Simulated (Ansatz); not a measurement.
**Density of states of ZrBr**

```
Zr Br
1.0
     3.45439    0.00000    0.00000
    -1.72719    2.99159    0.00000
     0.00000    0.00000    9.98886
Zr Br
2 2
Direct
  0.66667 0.33333 0.62348
  0.33333 0.66667 0.37652
  0.66667 0.33333 0.18258
  0.33333 0.66667 0.81742
```

The cell is the one relaxed in the Materials Project (mp-1066783), not relaxed further here; entries there can be hypothetical.

The calculation used Ansatz 0.2.0, DFT, PBEsol, all-electron LAPW, scalar-relativistic.

Sampling and basis: a Γ-centred 12×12×4 k mesh, Fermi–Dirac smearing of 0.08 eV, basis error target 1 meV/atom, no spin polarisation.

States per eV and cell, averaged over 0.4 eV, from -6.6 to 3.6 eV, with energies (bin centres) from the Fermi level; empty bins are left out. The partial columns, the largest 3 alone, are projections on Löwdin-orthogonalised atomic shells (those that the program's projection atoms carry: the occupied ones and, for some elements, an empty d or f shell; other empty shells have no column), summed over atoms of an element. Weights on diffuse s and p shells depend on that basis and aren't pure angular character.

| E (eV) | total | Zr 4d | Br 4p | Zr 5s |
| --- | --- | --- | --- | --- |
| -6.5 | 0.82 | 0.09 | 0.68 | 0.04 |
| -6.1 | 3.95 | 0.40 | 3.26 | 0.22 |
| -5.7 | 3.48 | 0.35 | 2.81 | 0.23 |
| -5.3 | 2.65 | 0.23 | 1.99 | 0.31 |
| -4.9 | 6.65 | 0.89 | 5.30 | 0.24 |
| -4.5 | 3.28 | 0.45 | 2.67 | 0.08 |
| -4.1 | 2.21 | 0.30 | 1.82 | 0.05 |
| -3.7 | 3.40 | 0.46 | 2.87 | 0.04 |
| -3.3 | 2.31 | 0.31 | 1.95 | 0.02 |
| -2.9 | 1.25 | 0.18 | 1.06 | 0.00 |
| -2.5 | 0.02 | 0.00 | 0.01 | 0.01 |
| -2.1 | 1.17 | 0.21 | 0.40 | 0.47 |
| -1.7 | 2.63 | 1.42 | 0.40 | 0.69 |
| -1.3 | 4.00 | 3.25 | 0.34 | 0.27 |
| -0.9 | 4.71 | 3.96 | 0.36 | 0.18 |
| -0.5 | 1.35 | 1.19 | 0.10 | 0.02 |
| -0.1 | 1.73 | 1.55 | 0.06 | 0.06 |
| 0.3 | 2.19 | 1.94 | 0.06 | 0.10 |
| 0.7 | 3.89 | 3.37 | 0.19 | 0.10 |
| 1.1 | 3.81 | 3.27 | 0.41 | 0.05 |
| 1.5 | 1.51 | 1.28 | 0.15 | 0.02 |
| 1.9 | 1.74 | 1.40 | 0.17 | 0.04 |
| 2.3 | 2.74 | 2.14 | 0.29 | 0.07 |
| 2.7 | 4.96 | 3.93 | 0.55 | 0.10 |
| 3.1 | 5.02 | 4.10 | 0.39 | 0.15 |
| 3.5 | 7.75 | 6.44 | 0.55 | 0.25 |

Question: Which of the resolved shells contributes most within 0.3 eV of the Fermi level?

Answer: Zr 4d, with 89 % of all states there; Zr 5s follows with 4 %.

Question: Where is the centre of the filled Zr 4d states between -14 eV and the top of the filled states?

Answer: -2.02 eV from the Fermi level.
